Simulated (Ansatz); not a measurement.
Ta:
Space group Im-3m (No. 229); a = b = c = 3.2814 Å, α = β = γ = 90.00°

```
atom  site  symmetry       x       y       z
----  ----  --------  ------  ------  ------
Ta      2a      m-3m  0.0000  0.0000  0.0000
```
(The calculation used a cell of 1 atom; values per cell refer to that cell.)

Relaxed with PBEsol.

Task: Which orbitals make up the states near the Fermi level in PBEsol (plane waves, PAW; program Ansatz)?

Result: Within 0.5 eV of the Fermi level: Ta 5d 85 %, Ta 6s 8 %, outside the projected shells 5 %. Projections are on Löwdin-orthogonalised atomic valence shells; empty p or d shells of many metals are not among them.

Task: Tabulate the density of states.

Result: States/eV per cell of 1 atom, in 0.25 eV bins, energy from the Fermi level.

```tsv
E (eV)	total	Ta 5d	Ta 6s	Ta 5p
-7.85	0.02	0.00	0.02	0.00
-7.60	0.04	0.00	0.03	0.00
-7.35	0.05	0.00	0.04	0.00
-7.10	0.06	0.00	0.05	0.00
-6.85	0.07	0.00	0.06	0.00
-6.60	0.08	0.00	0.07	0.00
-6.35	0.10	0.00	0.08	0.00
-6.10	0.11	0.01	0.09	0.00
-5.85	0.12	0.01	0.10	0.00
-5.60	0.14	0.02	0.11	0.00
-5.35	0.16	0.03	0.13	0.01
-5.10	0.19	0.04	0.14	0.01
-4.85	0.23	0.06	0.16	0.01
-4.60	0.31	0.12	0.18	0.01
-4.35	0.61	0.35	0.23	0.01
-4.10	0.62	0.38	0.22	0.01
-3.85	0.67	0.45	0.20	0.01
-3.60	0.76	0.56	0.18	0.01
-3.35	0.85	0.66	0.16	0.01
-3.10	1.02	0.85	0.14	0.02
-2.85	1.13	0.97	0.13	0.02
-2.60	0.72	0.64	0.06	0.01
-2.35	0.46	0.42	0.03	0.01
-2.10	0.36	0.33	0.01	0.01
-1.85	0.35	0.33	0.01	0.01
-1.60	1.49	1.45	0.01	0.02
-1.35	2.12	2.05	0.02	0.03
-1.10	1.36	1.30	0.03	0.02
-0.85	1.27	1.18	0.05	0.02
-0.60	1.30	1.17	0.07	0.02
-0.35	1.86	1.59	0.16	0.03
-0.10	1.52	1.29	0.14	0.02
0.15	1.08	0.93	0.08	0.01
0.40	0.87	0.75	0.06	0.01
0.65	0.60	0.49	0.04	0.00
0.90	0.34	0.25	0.03	0.00
1.15	0.32	0.24	0.02	0.00
1.40	0.31	0.25	0.01	0.00
1.65	0.31	0.29	0.01	0.00
1.90	0.48	0.45	0.02	0.00
2.15	0.64	0.60	0.02	0.00
2.40	0.69	0.65	0.02	0.00
2.65	0.73	0.69	0.02	0.00
2.90	0.80	0.76	0.02	0.00
3.15	0.90	0.86	0.02	0.00
3.40	1.02	0.98	0.02	0.00
3.65	1.04	0.99	0.02	0.00
3.90	1.11	1.07	0.02	0.00
4.15	1.12	1.09	0.01	0.00
4.40	1.05	1.02	0.02	0.00
4.65	1.25	1.19	0.03	0.00
```

Symmetry was held in the PBEsol relaxation. No spin polarisation was allowed. Scalar-relativistic: spin–orbit coupling is off unless named, which matters more the heavier the elements.

Potentials: the earlier of the program's two PAW sets. The files were generated under PBE; for other functionals the program regenerates the frozen cores, and for LDA and PBEsol the local potential too.
